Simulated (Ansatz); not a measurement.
ZrIn:
```
ZrIn
1.0
    3.15182     0.00000     0.00000
    0.00000     3.15182     0.00000
    0.00000     0.00000     4.42118
Zr In
1 1
Cartesian
  0.00000   0.00000   0.00000
  1.57591   1.57591   2.21059
```

Relaxed with r²SCAN. Special points in fractions of this cell's reciprocal vectors: Γ (0.000, 0.000, 0.000); X (0.000, 0.500, 0.000); M (0.500, 0.500, 0.000); Z (0.000, 0.000, 0.500); R (0.000, 0.500, 0.500); A (0.500, 0.500, 0.500).

Task: List the band energies nearest the Fermi level at these points for plane-wave PAW r²SCAN (Ansatz code).

Result: In eV from the Fermi level; about four levels below and three above (degenerate sets whole), none deeper than 8.9 eV; points with the same levels are listed once.

| k | below | above |
|---|---|---|
| Γ | -1.74 -1.22 -0.27 | 3.10 3.10 4.71 |
| X | -5.19 -4.66 -2.10 -0.64 | 2.06 3.34 5.53 |
| M | -3.94 -0.85 -0.85 | 0.39 0.39 0.46 |
| Z | -7.87 -5.22 -1.24 | 0.81 1.98 1.98 |
| R | -5.82 -2.87 -1.18 -1.11 | 2.25 2.47 3.22 |
| A | -3.01 -2.81 -2.81 -0.65 | 2.73 4.28 5.20 5.20 |

Space group P4/mmm (L1₀ or tetragonal B2). The first step of the workflow began from a Materials Project structure, measured or hypothetical; the Crystallography Open Database copy checked does not list it. With Zr and In taken as one species the cell has the higher symmetry Fm-3m, so it may be an ordered model of a mixed-site phase. Its standing as an ambient phase is unchecked. Symmetry was held in the r²SCAN relaxation; its stability against distortions is not shown here. The run is not spin-polarised. Spin–orbit coupling is left out wherever it is not named.

Potentials: the earlier of the program's two PAW sets.
